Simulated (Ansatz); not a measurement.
A trial cell of NbInSe₄ went into the relaxation workflow.

The guess for NbInSe₄ was made by a generator: random cell by space group and Wyckoff sites (P6/mmm, No. 191). The dimensions are guesses.

```
CELL_PARAMETERS angstrom
5.77654 0.00000 0.00000
-2.88827 5.00263 0.00000
0.00000 0.00000 6.15669
ATOMIC_POSITIONS crystal
Nb 0.00000 0.00000 0.00000
In 0.00000 0.00000 0.50000
Se 0.33333 0.66667 0.00000
Se 0.66667 0.33333 0.00000
Se 0.33333 0.66667 0.50000
Se 0.66667 0.33333 0.50000
```

All numbers below come from DFT PBE, scalar-relativistic, plane waves, PAW (Ansatz).

Input of the final relaxation:

```yaml
crystal:
  lattice:
    - [5.0302491634, 0.0, 0.0]
    - [-2.5151245817, 4.3563235629, 0.0]
    - [0.0, 0.0, 5.9990318885]
  atoms:
    - { symbol: Nb, position: [0.0, 0.0, 0.0], spin: 0.94 }
    - { symbol: In, position: [0.0, 0.0, 0.5] }
    - { symbol: Se, position: [0.3333333333, 0.6666666667, 0.0] }
    - { symbol: Se, position: [0.6666666667, 0.3333333333, 0.0] }
    - { symbol: Se, position: [0.3333333333, 0.6666666667, 0.5] }
    - { symbol: Se, position: [0.6666666667, 0.3333333333, 0.5] }
basis:
  ecutwfc: 420
kpoints:
  mp_grid: { grid: [12, 12, 6] }
hamiltonian:
  xc: pbe
scf:
  occupations: { method: gaussian, width: 0.1 }
output:
  forces: true
  stress: true
  eigenvalues: true
  populations: true
  write_density: true
  write_potential: true
  elf: true
  volumetric_format: npy
magnetization:
  spin_polarized: true
relax:
  adjacent_minimum: "off"
  f_tol: 0.01
  max_steps: 80
  cell: { stress_tol: 0.05 }
```

```bash
ansatz run input.yaml --threads 1 --pin off --max-ram 2560MiB --backend cpu --events-out ev --progress --plain --runs-dir out
```

Last lines of the log:

```
  atom   3  Se     0.00000000     0.00000000     0.00000000
  atom   4  Se     0.00000000     0.00000000     0.00000000
  atom   5  Se     0.00000000     0.00000000     0.00000000
  atom   6  Se     0.00000000     0.00000000     0.00000000
--- Stress (GPa, compression-positive) ---
       -0.946217       0.000000       0.000000
        0.000000      -0.946217       0.000000
        0.000000       0.000000      -0.500851
  P = ⅓ Tr σ = -0.7978 GPa (-7.978 kbar)
--- Band table (eV; the first three rows and the last of 152) ---
  k-point 0 ↑: bands = ["-45.0569", "-37.6034", "-37.6034", "-37.5959", "-37.5959", "-37.5024", "-37.5024", "-37.4986", "-37.4986", "-37.4730", "-37.4643", "-37.3459", "-37.3375", "-37.3375", "-37.3374", "-37.3338", "-37.3338", "-37.3246", "-37.3246", "-37.3172", "-37.3172", "-21.1572", "-21.1015",
  k-point 1 ↑: bands = ["-45.0569", "-37.6034", "-37.6034", "-37.5959", "-37.5959", "-37.5024", "-37.5024", "-37.4986", "-37.4986", "-37.4730", "-37.4643", "-37.3459", "-37.3375", "-37.3375", "-37.3374", "-37.3338", "-37.3338", "-37.3246", "-37.3246", "-37.3172", "-37.3172", "-21.1574", "-21.1015",
  k-point 2 ↑: bands = ["-45.0569", "-37.6034", "-37.6034", "-37.5959", "-37.5959", "-37.5024", "-37.5024", "-37.4986", "-37.4986", "-37.4730", "-37.4643", "-37.3459", "-37.3375", "-37.3375", "-37.3375", "-37.3338", "-37.3338", "-37.3246", "-37.3246", "-37.3172", "-37.3172", "-21.1577", "-21.1015",
  k-point 75 ↓: bands = ["-44.5294", "-37.6067", "-37.5988", "-37.5988", "-37.5905", "-37.4975", "-37.4953", "-37.4953", "-37.4931", "-37.4618", "-37.4618", "-37.3602", "-37.3602", "-37.3532", "-37.3509", "-37.3509", "-37.3487", "-37.3402", "-37.3315", "-37.3315", "-37.3241", "-20.5881", "-20.5881",
End of that report.
Error: SIGTERM received: cancelled by the caller after 13 completed SCF iterations
```

Question: Why is there no result?

Answer: The run was cut off at its time limit. It had made 9 ionic steps, with the energy down by 0.002 eV/atom and the largest force component at 0.000 eV/Å. The volume went from 21.9 to 22.7 Å³/atom. No property of the compound can be read from it.

The run took 18 min on 1 thread of Arm Neoverse V1 (shared host), peak memory 0.97 GiB.
